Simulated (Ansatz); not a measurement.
A relaxation computed with Ansatz, from input to last step.

```yaml
crystal:
  lattice:
    - [0.0, 2.8019144649, 5.8131320018]
    - [2.8019511872, 0.0, 5.8131320018]
    - [2.8019511872, 2.8019144649, 0.0]
  atoms:
    - { symbol: Sr, position: [0.0, 0.0, 0.0] }
    - { symbol: Fe, position: [0.75, 0.75, 0.75] }
    - { symbol: Fe, position: [0.25, 0.25, 0.25] }
    - { symbol: As, position: [0.352820468, 0.352820468, 0.647179532] }
    - { symbol: As, position: [0.647179532, 0.647179532, 0.352820468] }
basis:
  ecutwfc: 420
kpoints:
  mp_grid: { grid: [10, 10, 10] }
hamiltonian:
  xc: pbesol
scf:
  occupations: { method: gaussian, width: 0.1 }
output:
  forces: true
  stress: true
  eigenvalues: true
  write_density: true
  write_potential: true
  elf: true
  volumetric_format: npy
relax:
  adjacent_minimum: "off"
  f_tol: 0.005
  max_steps: 50
  cell: { stress_tol: 0.05 }
```

```bash
ansatz run input.yaml --threads 2 --pin off --max-ram 5120MiB --backend cpu --events-out ev --progress --plain --runs-dir out
```

Level of theory: DFT PBEsol, scalar-relativistic, plane waves, PAW (Ansatz 0.2.0).

Of 6 frames 6 are shown, positions in Å and forces in eV/Å; the SCF threshold varies from step to step. Steps run on the plane waves of an earlier cell, with a Pulay correction in the pressure. The basis is chosen afresh for the last frame, the zero of the energies, and at times for earlier ones too; energy and pressure step there, also at an unchanged geometry.

```xyz
5
Lattice="0.0000 2.8019 5.8131 2.8020 0.0000 5.8131 2.8020 2.8019 0.0000" Properties=species:S:1:pos:R:3:forces:R:3 pbc="T T T" step=1 free_energy_over_end_meV_per_atom=12.73 pressure_GPa=-4.72
Sr    0.0000    0.0000    0.0000    0.0000    0.0000    0.0000
Fe    4.2029    4.2029    8.7197    0.0000    0.0000    0.0000
Fe    1.4010    1.4010    2.9066    0.0000    0.0000    0.0000
As    2.8020    2.8019    4.1020    0.0000    0.0000   -0.3092
As    2.8020    2.8019    7.5243    0.0000    0.0000    0.3092
5
Lattice="0.0000 2.7615 5.6583 2.7615 0.0000 5.6583 2.7615 2.7615 0.0000" Properties=species:S:1:pos:R:3:forces:R:3 pbc="T T T" step=2 free_energy_over_end_meV_per_atom=1.88 pressure_GPa=-0.33
Sr    0.0000    0.0000    0.0000    0.0000    0.0000    0.0000
Fe    4.1423    4.1423    8.4874    0.0000    0.0000    0.0000
Fe    1.3808    1.3808    2.8291    0.0000    0.0000    0.0000
As    2.7615    2.7615    4.0340    0.0000    0.0000   -0.3595
As    2.7615    2.7615    7.2826    0.0000    0.0000    0.3595
5
Lattice="0.0000 2.7646 5.6838 2.7646 0.0000 5.6838 2.7646 2.7646 0.0000" Properties=species:S:1:pos:R:3:forces:R:3 pbc="T T T" step=3 free_energy_over_end_meV_per_atom=-0.01 pressure_GPa=-0.02
Sr    0.0000    0.0000    0.0000    0.0000    0.0000    0.0000
Fe    4.1469    4.1469    8.5257    0.0000    0.0000    0.0000
Fe    1.3823    1.3823    2.8419    0.0000    0.0000    0.0000
As    2.7646    2.7646    4.0235    0.0000    0.0000   -0.0167
As    2.7646    2.7646    7.3441    0.0000    0.0000    0.0167
5
Lattice="0.0000 2.7670 5.6688 2.7670 0.0000 5.6688 2.7670 2.7670 0.0000" Properties=species:S:1:pos:R:3:forces:R:3 pbc="T T T" step=4 free_energy_over_end_meV_per_atom=-0.10 pressure_GPa=0.02
Sr    0.0000    0.0000    0.0000    0.0000    0.0000    0.0000
Fe    4.1505    4.1505    8.5032    0.0000    0.0000    0.0000
Fe    1.3835    1.3835    2.8344    0.0000    0.0000    0.0000
As    2.7670    2.7670    4.0127    0.0000    0.0000   -0.0050
As    2.7670    2.7670    7.3250    0.0000    0.0000    0.0050
5
Lattice="0.0000 2.7719 5.6410 2.7719 0.0000 5.6410 2.7719 2.7719 0.0000" Properties=species:S:1:pos:R:3:forces:R:3 pbc="T T T" step=5 free_energy_over_end_meV_per_atom=-0.16 pressure_GPa=0.00
Sr    0.0000    0.0000    0.0000    0.0000    0.0000    0.0000
Fe    4.1579    4.1579    8.4616    0.0000    0.0000    0.0000
Fe    1.3860    1.3860    2.8205    0.0000    0.0000    0.0000
As    2.7719    2.7719    3.9935    0.0000    0.0000    0.0005
As    2.7719    2.7719    7.2886    0.0000    0.0000   -0.0005
5
Lattice="0.0000 2.7719 5.6410 2.7719 0.0000 5.6410 2.7719 2.7719 0.0000" Properties=species:S:1:pos:R:3:forces:R:3 pbc="T T T" step=6 free_energy_over_end_meV_per_atom=0.00 pressure_GPa=-0.01
Sr    0.0000    0.0000    0.0000    0.0000    0.0000    0.0000
Fe    4.1579    4.1579    8.4616    0.0000    0.0000    0.0000
Fe    1.3860    1.3860    2.8205    0.0000    0.0000    0.0000
As    2.7719    2.7719    3.9935    0.0000    0.0000    0.0009
As    2.7719    2.7719    7.2886    0.0000    0.0000   -0.0009
```

The run took 120 s on 2 threads of Arm Neoverse V2 (shared host), peak memory 0.78 GiB.

Spin polarisation was left out, and a magnetic state may lie lower.